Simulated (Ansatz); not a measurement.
PbS (NiAs type, P6_3/mmc), plane-wave PAW r²SCAN (Ansatz code). The conduction-band minimum lies at M, with 3 equivalent valleys. Second derivatives d²E/dk² of the lowest band at one valley (eV·Å²), along Cartesian directions:

| direction | d²E/dk² |
|---|---|
| [100] | 54.97 |
| [010] | 9.603 |
| [001] | 49.11 |
| [110] | 32.31 |
| [101] | 51.92 |
| [011] | 29.36 |

Question: Find the principal effective masses, the density-of-states mass and the conductivity mass.

Answer: Off-diagonal terms follow from H_xy = H[110] − (H_xx + H_yy)/2, and m*/mₑ = 7.620 eV·Å² over each eigenvalue: 0.14, 0.16, 0.79. One valley's DOS mass (m₁m₂m₃)^(1/3) = 0.26, conductivity mass 3/(Σ 1/mᵢ) = 0.20 mₑ.

Question: What effective density of states Nc follows at 300 K for parabolic valleys?

Answer: Nc = 2.509e19 × 3 × (0.26)^(3/2) ≈ 1.0e19 cm⁻³.

The start of the workflow was typed in or built on a structure type; neither database checked (COD, Materials Project) lists it. It is not the phase usual at ambient conditions (space group No. 225). Symmetry was held in the r²SCAN relaxation; whether a distortion lowers the energy is not shown. Spin–orbit coupling is left out wherever it is not named.

Potentials: the earlier of the program's two PAW sets.

Edges and masses are those of Kohn–Sham bands, whose gap is no quasiparticle gap.
